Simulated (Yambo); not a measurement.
A G0W0@LDA run in Yambo for KTaO3 (cubic perovskite, space group Pm-3m, No. 221) (4×4×4 Γ-centred k mesh, bands 2 to 123 and a 8 Ry block in the screening, 123 bands in G with the Bruneval-Gonze terminator, plasmon pole fitted at 27.2 eV) gives these matrix elements, in eV, at the band edges (R → Γ):

```
state               E0    <Vxc>     <Σx>  <Σc(E0)>      Z
---------------  -----  -------  -------  --------  -----
valence edge     0.000  -19.890  -25.088     4.562  0.773
conduction edge  2.078  -14.946   -9.281    -4.273  0.828
```

Q: Solve the linearised quasiparticle equation for both states, give the gap, and say how exchange and correlation each act on it.

A: E = E0 + Z(Σx + Σc − Vxc). Valence: 0.000 + 0.773 × (-25.088 + (4.562) − (-19.890)) = -0.49 eV. Conduction: 2.078 + 0.828 × (-9.281 + (-4.273) − (-14.946)) = 3.23 eV. The gap is 3.72 eV, against 2.08 eV in LDA. Replacing Vxc by bare exchange alone would open it by 10.86 eV; correlation takes back 8.84 eV of that, and Z scales what is left. Nearest settings tried, and what they do to the gap: 97 bands in W, 97 bands in G: +35 meV; 6 Ry block (123 vectors against 179): -37 meV; 2×2×2 mesh: -119 meV. So the settings aren't converged at that level. Without spin-orbit coupling, band edges of such heavy elements can be off by tenths of an eV. The cell is held in this high symmetry; tilts and polar distortions were not searched.

Geometry of the Materials Project entry, not relaxed at this level; primitive cell a = b = c = 3.995 Å, α = β = γ = 90.00°.
